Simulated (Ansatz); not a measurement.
TaW:
```
TaW
1.0
    2.28150    -2.28202     0.00000
    2.28150     2.28202     0.00000
    0.00000     0.00000     3.22690
W Ta
1 1
Cartesian
  2.28150   0.00000   0.00000
  0.00000   0.00000   1.61345
```

Relaxed with r²SCAN. Special points in fractions of this cell's reciprocal vectors: Γ (0.000, 0.000, 0.000); Y (-0.500, 0.500, 0.000); C0 (-0.500, 0.500, 0.000); Σ0 (0.500, 0.500, 0.000); Z (0.000, 0.000, 0.500); A0 (0.500, 0.500, 0.500); E0 (-0.500, 0.500, 0.500); T (-0.500, 0.500, 0.500); S (0.000, 0.500, 0.000); R (0.000, 0.500, 0.500).

**Question.** List the band energies nearest the Fermi level at these points for the program Ansatz at the r²SCAN level (PAW).

**Answer.** In eV from the Fermi level; about four levels below and three above (degenerate sets whole), none deeper than 8.9 eV; points with the same levels are listed once.

```json
[
 {"k": "Γ", "below": "-8.79 -4.57 -4.57", "above": "0.16 0.16 0.16"},
 {"k": "Y", "below": "-5.18 -5.09 -2.25 -2.25", "above": "1.49 1.50 3.39"},
 {"k": "Z", "below": "-4.35 -4.16 -1.80 -1.05", "above": "0.37 0.37 1.30 1.30"},
 {"k": "A0", "below": "-1.98 -1.98 -1.97 -1.65 -1.65 -1.64", "above": "4.25 4.25 5.86 5.86"},
 {"k": "R", "below": "-5.18 -5.09 -2.25 -2.25", "above": "1.50 1.50 3.39"}
]
```

Space group Pm-3m (CsCl type). The start of the workflow was typed in or built on a structure type; neither database checked (COD, Materials Project) lists it. Its standing as an ambient phase is unchecked. The cell was relaxed with r²SCAN under the symmetry of its start; whether a distortion lowers the energy is not shown. The run is not spin-polarised. Point labels and valley counts follow the cell and symmetry of the run, lower than the named group. Spin–orbit coupling is left out wherever it is not named.

Potentials: the earlier of the program's two PAW sets.
